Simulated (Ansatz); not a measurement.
Here is an unrelaxed guess for CdH3.

```xyz
4
Lattice="3.4748 0.0000 0.0000 -1.7374 3.0093 0.0000 0.0000 0.0000 4.6166" Properties=species:S:1:pos:R:3 pbc="T T T"
Cd    0.0000    0.0000    0.0000
H     1.4469    0.0000    2.3083
H    -0.7235    1.2531    2.3083
H     1.0140    1.7562    2.3083
```

Level of theory: Ansatz, DFT PBE, scalar-relativistic, plane waves, PAW. Plane waves to 420 eV, a k mesh through Γ of 6×6×4 on the computed 4-atom cell and Gaussian smearing (0.10 eV); no spin polarisation.

Formation energies are uncorrected and refer to the elements' standard structures at the same level (H₂ as a molecule).

Question: Estimate its pressure, forces and energy as it stands.

Answer: The pressure is -9.8 GPa (the mean over three directions, positive in compression), the largest force is 0.54 eV/Å, and the energy is +1.09 eV/atom against the elements. The shortest distance is 1.81 Å.

Question: Is it a good guess?

Answer: A rough one: relaxing gains about 0.41 eV/atom (the start's value is from the coarse mesh, so the gain is rough) in 21 ionic steps and ends at +0.68 eV/atom on the finer mesh. The symmetry goes from P-62m (No. 189) to P6/mmm (No. 191). The volume per atom shrinks by 15.3 %, from 12.1 to 10.2 Å³. The shortest distance goes from 1.81 Å (H–H) to 1.39 Å (H–H). Conventional cell: a = 2.776 Å, c = 6.128 Å. Cd has 6 Cd at 2.78 Å; H has 4 H at 1.39 Å (long contacts).

The last run used an 18×18×8 mesh (in the run's order of axes) for its 4-atom cell and Gaussian smearing of 0.10 eV. Weakly bound directions are ill-defined at this level, which has no dispersion term. The cell is a metal run without spin; a magnetic state may lie lower. With hydrogen, zero-point motion can shift formation energies by some tens of meV/atom. The relaxation can't lower the symmetry of the start, and the grade says only how near the guess is to its own end. Symmetry constrained the relaxation, so the result can be a saddle point.
